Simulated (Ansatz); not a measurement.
# P — quadrupolar parameters

The cell is a computed structure from the Materials Project (it need not be an observed phase), taken as it stands.

```
P
1.0
     1.64774   -5.46504    0.00000
     1.64774    5.46504    0.00000
     0.00000    0.00000    4.54364
P
4
Direct
  0.40414 0.59586 0.91118
  0.59586 0.40414 0.08882
  0.09586 0.90414 0.41118
  0.90414 0.09586 0.58882
```

Sites (sets of like atoms) are named by element and the number of their first atom in this list.

Level of theory: DFT, PBE, plane waves and PAW, scalar-relativistic, 420 eV cutoff, Γ-centred 10×10×7 k-points, Fermi–Dirac smearing 0.05 eV (Ansatz 0.2.0).

Conventions: |V_zz| ≥ |V_yy| ≥ |V_xx|, η = (V_xx − V_yy)/V_zz, C_Q = eQV_zz/h. Directions are in the Cartesian axes of the cell vectors above, for the atom listed; none is given where the gradient is under 0.02 or η is above 0.95.

Problem. Which values are expected at the nuclei?

Solution. 

```json
{"site": "P", "first atom": "1", "first shell": "3 P at 2.20–2.25 Å", "V_zz (10²¹ V/m²)": "-8.04", "η": "0.05", "direction of V_zz (x, y, z)": "0.00 0.80 0.61"}
```

The structure holds P–P bonds (2.20 Å). At P V_zz stands upright on the plane through its three neighbours (within 6°).

The largest force is 0.3 eV/Å, so the atoms aren't at the calculated equilibrium and relaxing them would move these values. The run finds no gap above 0.1 eV (a metal, or nearly one), so the gradients can move by 10 % or more with the k-mesh. Semilocal functionals make gaps too small and can close them, so the real compound need not be a metal.
